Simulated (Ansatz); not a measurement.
WSe$_{2}$ in space group Pnnm (No. 58; W on 2a, Se on 4g) at seven volumes, DFT-PBE in the program Ansatz with PAW potentials, shape and atoms relaxed at each. One row is withheld.

```
V (Å³/atom)  P (GPa)
-----------  -------
18.042         11.84
18.637          7.07
19.231             ?
19.826          0.00
20.421         -2.47
21.016         -4.32
21.611         -5.83
```

Q: Fit the shown pressures and predict the withheld one.

A: P = (3/2)B₀(x^(7/2) − x^(5/2))[1 + (3/4)(B′ − 4)(x − 1)] with x = (V₀/V)^(2/3). Least squares on the six rows gives V₀ = 19.831 Å³/atom, B₀ = 91.4 GPa, B′ = 6.82. At V = 19.231, x = 1.0207 and P = 3.12 GPa. The run itself gave 3.13 GPa.

A made-up cell: these elements were put on the sites of a structure type; neither database checked (COD, Materials Project) lists it. It is not the phase usual at ambient conditions (space group No. 194). The PBE relaxation kept the symmetry of its start; whether a distortion lowers the energy is not shown. The run is not spin-polarised. Scalar-relativistic: spin–orbit coupling is off unless named, which matters more the heavier the elements.

Potentials: the later of the program's two PAW sets.
